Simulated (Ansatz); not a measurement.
Input:

KCr3O8:
```xyz
12
Lattice="4.3077 2.7068 0.0000 -4.3077 2.7068 0.0000 -0.5519 0.0000 7.6061" Properties=species:S:1:pos:R:3 pbc="T T T"
K      0.0000     0.0000     0.0000
Cr    -0.2760     0.0000     3.8030
Cr    -1.5259     2.7068     5.3591
Cr     0.9740     2.7068     2.2469
O     -2.7489     2.7068     4.2586
O      2.1970     2.7068     3.3475
O      1.5383     2.7068     0.7499
O     -2.0902     2.7068     6.8562
O      0.0372     4.0825     2.4542
O     -0.5891     1.3310     5.1519
O     -0.5891     4.0825     5.1519
O      0.0372     1.3310     2.4542
```
The run is spin-polarised.

This is the PBEsol-relaxed structure. Tensor components refer to the Cartesian frame of this cell.

Q: All from PBEsol in the plane-wave PAW code Ansatz, unless another level is named. Estimate the magnetic order.

A: ferromagnetic.

Q: Give the static dielectric constant ε0 (ions relaxed, cell fixed).

A: 12.3 (xx), 13.2 (yy), 6.13 (zz).

Q: Next, the Born charges (a third of the trace)?

A: K +1.38, Cr +3.09 to +3.88, O -1.95 to -1.02 e.

Space group C2/m. The workflow started from a Materials Project entry (that database holds measured and hypothetical structures alike); the Crystallography Open Database files this formula in space group No. 12, but the cells were not matched. Whether it is the stable phase at ambient conditions was not checked. The PBEsol relaxation kept the symmetry of its start; whether a distortion lowers the energy is not shown. Spin order of the final state: ferromagnetic, chosen from 2 collinear starts compared on coarse meshes (ties went to the first, and starts can fall back to one state), not a proven ground state. No Hubbard U is applied.

Potentials: the earlier of the program's two PAW sets. The files were generated under PBE; for other functionals the program regenerates the frozen cores, and for LDA and PBEsol the local potential too.
